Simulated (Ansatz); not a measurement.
**Does this entry for NaLiSi₂H₄O₇ lie near equilibrium?**

The cell is a Materials Project structure (computed, not necessarily an observed phase), taken as it stands.

```cif
data_NaLiSi2H4O7
_symmetry_space_group_name_H-M 'C2/c'
_symmetry_Int_Tables_number 15
_cell_length_a 14.5648
_cell_length_b 8.4190
_cell_length_c 5.1256
_cell_angle_alpha 90.000
_cell_angle_beta 96.676
_cell_angle_gamma 90.000
loop_
_atom_site_label
_atom_site_type_symbol
_atom_site_symmetry_multiplicity
_atom_site_Wyckoff_symbol
_atom_site_fract_x
_atom_site_fract_y
_atom_site_fract_z
Na Na 4 e 0.5000 0.6461 0.7500
Li Li 4 e 0.5000 0.0098 0.7500
Si Si 8 f 0.6867 0.0972 0.5536
H9 H 8 f 0.8482 0.8995 0.5249
H13 H 8 f 0.4168 0.3047 0.7299
O17 O 8 f 0.5772 0.1292 0.5116
O21 O 8 f 0.7207 0.0454 0.8624
O25 O 4 c 0.2500 0.7500 0.5000
O27 O 8 f 0.4134 0.3912 0.5991
```

One atom of each set is listed; the run and its k-mesh use a cell of 30 atoms with edges of 8.41, 8.41, 5.13 Å.

Computed with Ansatz: DFT, PBE, plane waves and PAW, scalar-relativistic, 420 eV cutoff, Γ-centred 3×3×4 k-points, Fermi–Dirac smearing 0.02 eV.

**Question.** Do the atoms and the cell lie near the calculated equilibrium?

**Answer.** Nearly. The largest force is 0.26 eV/Å, on atom 27 (O: 2 H at 0.98–0.99 Å, angle 107°; also 2 Na at 2.33–2.56 Å), and the pressure is -0.2 GPa. Relaxing the atoms is still advisable, since electric field gradients respond to shifts of a few hundredths of an ångström.
